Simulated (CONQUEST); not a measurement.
Set-up for a self-consistent single point of Si2W (I4/mmm, 6 atoms in the cell; from Materials Project mp-1620).

```xyz
6
Lattice="3.2147 0.0000 0.0000 0.0000 3.2147 0.0000 0.0000 0.0000 7.8021" Properties=species:S:1:pos:R:3 pbc="T T T"
Si     0.0000     0.0000     2.6136
Si     1.6074     1.6074     1.2874
Si     1.6074     1.6074     6.5146
Si     0.0000     0.0000     5.1884
W      0.0000     0.0000     0.0000
W      1.6074     1.6074     3.9010
```

Method: PW91, numerical atomic orbitals double-zeta with polarisation (the shipped basis), PseudoDojo norm-conserving potentials made for PBE in CONQUEST.

CONQUEST settings:

basis: DZP
Diag.MPMeshX, Y, Z: 5 5 2
potentials: PseudoDojo norm-conserving PBE
General.DifferentFunctional: true
General.FunctionalType: -109134
Grid.GridCutoff: 140 Ha
DM.SolutionMethod: diagon
Diag.kT: 0.003675 Ha
Diag.GammaCentred: true
minE.SCTolerance: 1.0e-06
SC.MaxIters: 100
SC.LinearMixingFactor: 0.5
SC.KerkerPreCondition: true
SC.KerkerFactor: 0.5 1/bohr
AtomMove.TypeOfRun: static

Results:

| Item | Result |
|---|---|
| Number of valence electrons | 44 |
| Number of bands | 90 |
| Number of k-points after the program's reduction | 38 |
| Size of the basis | 90 |
| Number of SCF iterations | 14 |
| FFT grid | 36 × 36 × 80 |
| Free energy E − TS | -4593.0418 eV |
| Fermi level (on the code's own zero) | -6.18 eV |
| Pressure | 9.24 GPa |
| Largest force (vector length) | 0.202 eV/Å |

Forces (eV/Å):
| atom | Fx | Fy | Fz |
|---|---|---|---|
| Si1 | 0.000 | 0.000 | -0.202 |
| Si2 | 0.000 | 0.000 | 0.202 |
| Si3 | 0.000 | 0.000 | -0.202 |
| Si4 | 0.000 | 0.000 | 0.202 |
| W5 | 0.000 | 0.000 | 0.000 |
| W6 | 0.000 | 0.000 | 0.000 |

Stress (GPa, positive for compression):
```
 8.11   0.00   0.00
 0.00   8.11   0.00
 0.00   0.00  11.51
```

For comparison: a first run (DFT, PBE, numerical atomic orbitals double-zeta with polarisation (the shipped basis), PseudoDojo norm-conserving potentials made for PBE) was changed to give this one (General.DifferentFunctional: default → true; General.FunctionalType: default → -109134), and from it to this one the pressure goes from 8.09 to 9.24 GPa and the largest force goes from 0.229 to 0.202 eV/Å.

The program uses no crystal symmetry, so grid and mesh can part values that symmetry would make equal. The atom-centred basis is finite, which shifts total energies, pressures and forces against plane waves. The potentials were made for another functional than the one used. The structure comes from a collection of computed structures, made at another level of theory; the collection holds predicted forms beside known ones. No clean gap shows at this smearing width and mesh (spacing up to 0.40 Å⁻¹); the mesh is coarse for partly filled bands, so the values carry mesh errors.

Cost on one core: about 2.8 core-minutes (a rough figure).
